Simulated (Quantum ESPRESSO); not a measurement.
ReGa5TaRh, input and log of a self-consistent run

A calculation, not a measurement. The program is pw.x of Quantum ESPRESSO 7.5 (plane-wave density functional theory). The cell is made up: eight metal atoms on a face-centred cubic lattice, with elements, volume, strain and displacements drawn at random and not relaxed, so it may be unstable or far from any real phase. PseudoDojo standard norm-conserving files set the functional (PBE unless stated); there is no spin polarisation or spin-orbit coupling, the Fermi-Dirac width of 0.25 eV means electrons at about 2900 K, and the masses in the input are unused placeholders. Heavy elements are run without spin-orbit coupling, which real alloys of them have. A spin test at this wide smearing found no moment, but such smearing suppresses magnetism that the real alloy may have.

Input:

```
&control calculation='scf', pseudo_dir='./dojo.nc.sr.pbe.v0_5.standard.upf', outdir='./o', disk_io='minimal', tprnfor=.true., tstress=.true. /
&system ibrav=0, nat=8, ntyp=4, nbnd=67, ecutwfc=87.97787729, nosym=.true., tot_charge=0,
 occupations='smearing', smearing='fd', degauss=0.0183746611
/
&electrons conv_thr=1.470e-08, electron_maxstep=70, mixing_beta=0.5 /
ATOMIC_SPECIES
Ga 1.0 Ga.upf
Re 1.0 Re.upf
Rh 1.0 Rh.upf
Ta 1.0 Ta.upf
CELL_PARAMETERS angstrom
-0.0237 4.1866 0.0028
-4.1772 0.0208 -4.1849
-4.2275 0.0265 4.2353
ATOMIC_POSITIONS angstrom
Re 0.0254 -0.0133 -0.0109
Ga -2.0971 0.0083 2.1558
Ga -2.096 -0.0623 -2.0364
Ta -4.2677 0.0102 0.0197
Ga -2.0847 2.1076 0.0197
Ga -4.3009 2.1075 2.0839
Rh -4.2058 2.1394 -2.0826
Ga -6.2275 2.1797 0.0183
K_POINTS automatic
6 4 4 1 1 1
```

The log is shortened where brackets say so; the opening notice, blank lines, dates and the lines on written files are dropped, and the path of the files is cut. It prints rydbergs, bohrs and kilobars, and counts compression as positive stress. Its total energy is the free energy E - TS of the whole cell.

```
     Program PWSCF v.7.5
     Parallel version (MPI & OpenMP), running on       4 processor cores
     Number of MPI processes:                 4
     Threads/MPI process:                     1
     [start-up lines left out]
     bravais-lattice index     =            0
     lattice parameter (alat)  =       7.9117  a.u.
     unit-cell volume          =     999.6389 (a.u.)^3
     number of atoms/cell      =            8
     number of atomic types    =            4
     number of electrons       =       110.00
     number of Kohn-Sham states=           67
     kinetic-energy cutoff     =      87.9779  Ry
     charge density cutoff     =     351.9115  Ry
     scf convergence threshold =      1.5E-08
     mixing beta               =       0.5000
     number of iterations used =            8  plain     mixing
     Exchange-correlation= PBE
                           (   1   4   3   4   0   0   0)
     [axes and pseudopotential details left out]
   Cartesian axes
     site n.     atom                  positions (alat units)
         1        Re     tau(   1) = (   0.0060669  -0.0031768  -0.0026035  )
         2        Ga     tau(   2) = (  -0.5008995   0.0019825   0.5149202  )
         3        Ga     tau(   3) = (  -0.5006368  -0.0148806  -0.4864011  )
         4        Ta     tau(   4) = (  -1.0193548   0.0024363   0.0047054  )
         5        Ga     tau(   5) = (  -0.4979377   0.5034075   0.0047054  )
         6        Ga     tau(   6) = (  -1.0272847   0.5033836   0.4977467  )
         7        Rh     tau(   7) = (  -1.0045697   0.5110030  -0.4974361  )
         8        Ga     tau(   8) = (  -1.4874597   0.5206288   0.0043710  )
     number of k points=    48  Fermi-Dirac smearing, width (Ry)=  0.0184
                       cart. coord. in units 2pi/alat
        k(    1) = (  -0.1240733   0.0826329  -0.0007971), wk =   0.0416667
        k(    2) = (  -0.2478702   0.0818494   0.1227682), wk =   0.0416667
     [further k points left out]
     Dense  grid:   111451 G-vectors     FFT dimensions: (  48,  72,  72)
     Estimated max dynamical RAM per process >     367.74 MB
     Estimated total dynamical RAM >       1.36 GB
     Initial potential from superposition of free atoms
     starting charge     109.9848, renormalised to     110.0000
     Starting wfcs are   75 randomized atomic wfcs
     total cpu time spent up to now is       11.2 secs
     per-process dynamical memory:   283.8 Mb
     Self-consistent Calculation
     iteration #  1     ecut=    87.98 Ry     beta= 0.50
     Davidson diagonalization with overlap
     ethr =  1.00E-02,  avg # of iterations =  3.5
     Threshold (ethr) on eigenvalues was too large:
     Diagonalizing with lowered threshold
     Davidson diagonalization with overlap
     ethr =  3.19E-04,  avg # of iterations =  3.4
     total cpu time spent up to now is       58.3 secs
     total energy              =   -1302.84445562 Ry
     estimated scf accuracy    <       0.36863723 Ry
     iteration #  2     ecut=    87.98 Ry     beta= 0.50
     Davidson diagonalization with overlap
     ethr =  3.35E-04,  avg # of iterations =  4.1
     total cpu time spent up to now is       91.5 secs
     total energy              =   -1302.53474703 Ry
     estimated scf accuracy    <       6.95516131 Ry
     iteration #  3     ecut=    87.98 Ry     beta= 0.50
     Davidson diagonalization with overlap
     ethr =  3.35E-04,  avg # of iterations =  3.1
     total cpu time spent up to now is      117.7 secs
     total energy              =   -1302.95399090 Ry
     estimated scf accuracy    <       0.29493400 Ry
     iteration #  4     ecut=    87.98 Ry     beta= 0.50
     Davidson diagonalization with overlap
     ethr =  2.68E-04,  avg # of iterations =  2.0
     total cpu time spent up to now is      137.9 secs
     total energy              =   -1302.96662410 Ry
     estimated scf accuracy    <       0.43342332 Ry
     iteration #  5     ecut=    87.98 Ry     beta= 0.50
     Davidson diagonalization with overlap
     ethr =  2.68E-04,  avg # of iterations =  1.6
     total cpu time spent up to now is      156.7 secs
     total energy              =   -1303.00286325 Ry
     estimated scf accuracy    <       0.02230616 Ry
     [iterations 6 to 7 left out]
     iteration #  8     ecut=    87.98 Ry     beta= 0.50
     Davidson diagonalization with overlap
     ethr =  3.09E-07,  avg # of iterations =  2.2
     total cpu time spent up to now is      224.1 secs
     total energy              =   -1303.00519636 Ry
     estimated scf accuracy    <       0.00010971 Ry
     iteration #  9     ecut=    87.98 Ry     beta= 0.50
     Davidson diagonalization with overlap
     ethr =  9.97E-08,  avg # of iterations =  1.2
     total cpu time spent up to now is      242.7 secs
     total energy              =   -1303.00520086 Ry
     estimated scf accuracy    <       0.00001360 Ry
     iteration # 10     ecut=    87.98 Ry     beta= 0.50
     Davidson diagonalization with overlap
     ethr =  1.24E-08,  avg # of iterations =  2.3
     total cpu time spent up to now is      263.3 secs
     total energy              =   -1303.00520225 Ry
     estimated scf accuracy    <       0.00000082 Ry
     iteration # 11     ecut=    87.98 Ry     beta= 0.50
     Davidson diagonalization with overlap
     ethr =  7.49E-10,  avg # of iterations =  4.1
     total cpu time spent up to now is      286.0 secs
     total energy              =   -1303.00520241 Ry
     estimated scf accuracy    <       0.00000009 Ry
     iteration # 12     ecut=    87.98 Ry     beta= 0.50
     Davidson diagonalization with overlap
     ethr =  8.49E-11,  avg # of iterations =  2.0
     total cpu time spent up to now is      308.4 secs
     End of self-consistent calculation
     [lines on levels left out]
!    total energy              =   -1303.00520243 Ry
     estimated scf accuracy    <          6.4E-09 Ry
     smearing contrib. (-TS)   =      -0.09924183 Ry
     internal energy E=F+TS    =   -1302.90596060 Ry
     The total energy is F=E-TS. E is the sum of the following terms:
     one-electron contribution =    -401.47876474 Ry
     hartree contribution      =     285.88463024 Ry
     xc contribution           =    -310.82574536 Ry
     ewald contribution        =    -876.48608073 Ry
     convergence has been achieved in  12 iterations
     Forces acting on atoms (cartesian axes, Ry/au):
     atom    1 type  2   force =     0.00504045   -0.00021034   -0.02867289
     atom    2 type  1   force =     0.01503986    0.00345519   -0.01245959
     atom    3 type  1   force =    -0.02804705    0.00798103   -0.00569007
     atom    4 type  4   force =     0.01614148    0.00518336    0.01086401
     atom    5 type  1   force =     0.01250768   -0.00316596    0.00734823
     atom    6 type  1   force =     0.01307357   -0.00206151    0.02173008
     atom    7 type  3   force =    -0.00097940    0.00048158    0.00710803
     atom    8 type  1   force =    -0.03277659   -0.01166333   -0.00022780
     Total force =     0.068257     Total SCF correction =     0.000303
     Computing stress (Cartesian axis) and pressure
          total   stress  (Ry/bohr**3)                   (kbar)     P=     -166.81
  -0.00123301   0.00000397  -0.00000700         -181.38        0.58       -1.03
   0.00000397  -0.00104479  -0.00001166            0.58     -153.69       -1.71
  -0.00000700  -0.00001166  -0.00112407           -1.03       -1.71     -165.36
     init_run     :     10.59s CPU     10.95s WALL (       1 calls)
     electrons    :    295.76s CPU    297.28s WALL (       1 calls)
     forces       :      3.09s CPU      3.12s WALL (       1 calls)
     stress       :     10.75s CPU     10.97s WALL (       1 calls)
     [timing details left out]
     PWSCF        :   5m20.42s CPU   5m22.66s WALL
     JOB DONE.
```

In other units: free energy -17728.289 eV for the cell, pressure -16.68 GPa, largest force component 0.843 eV/Å in size. The run took 324 s of wall time with four MPI processes on a shared machine (Intel Xeon, older, virtual cores), so the time is rough. A rerun of this cell at a higher cutoff and on a denser mesh moved values by no more than 0.006 eV in energy, 0.11 GPa in stress and 0.016 eV/Å in force, and a second program with other atomic files agreed on that cell to 2 % rms in force and 0.5 GPa in pressure.